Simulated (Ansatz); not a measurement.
Starting cell, Os (hcp, Mg type):

```
Os
1.0
    5.50971     0.00000     0.00000
   -1.37743     2.38577     0.00000
    0.00000     0.00000     4.34430
Os
4
Direct
  0.16667   0.66667   0.75000
  0.66667   0.66667   0.75000
  0.33333   0.33333   0.25000
  0.83333   0.33333   0.25000
```

In each cell atom 1 (Os, nearest neighbour Os at 2.692 Å; its periodic images, 2.8 Å or more away, move with it) moves by s·(0.577, 0.577, 0.577) (along Cartesian [111]), the rest being held.

Calculation: PBE (plane waves to 420 eV, PAW, scalar-relativistic; Ansatz, a quantum-chemistry and plane-wave program). k mesh 8×16×9 (Γ-centred), Fermi-Dirac smearing 0.05 eV. Energies are smeared free energies. Compression counts positive. Left out: 3 of 11 points, with atoms too close for the PAW data. With partly filled bands, energies and forces of such displacements shift with the k mesh and the smearing. F∥ is the force on the atom along that direction. F⊥ is the part of the force across the line. Os is run without spin polarisation. Os was relaxed with its symmetry unable to fall. Spin-orbit coupling is left out, though Os is heavy. ΔE is measured from the undisplaced structure.

```csv
s (Å),ΔE (eV/cell),F∥ (eV/Å),P (GPa),|F⊥| (eV/Å)
-0.486,2.304,11.625,25.3,1.092
-0.324,0.889,6.170,10.7,0.487
-0.162,0.203,2.583,2.5,0.144
0.000,0.000,0.000,-0.1,0.000
0.162,0.197,-2.479,2.5,0.113
0.324,0.842,-5.660,10.2,0.269
0.486,2.084,-9.765,23.5,0.680
0.648,4.045,-14.546,42.6,1.486
```

Derived quantities:

| Quantity | Result |
|---|---|
| Energy at s = 0.648 Å | 4045 meV/cell |
| Force along the line at s = -0.486 Å | 11.6 eV/Å |
| Symmetry of the curve | not even: the negative side lies higher at ±0.486 Å |
| Shape of the curve | a single well with its minimum at or next to zero displacement |
| Force constant k = d²E/ds² at s = 0 (finite differences) | 14.7 eV/Å² |
| Harmonic estimate at the end of the scan | ½ks² = 3096 meV/cell against the computed 4045 meV/cell, so the well is stiffer than harmonic there |

(A displaced cell: forces are minus the slopes of the energy, force constants its curvatures, and phonons follow from these.)
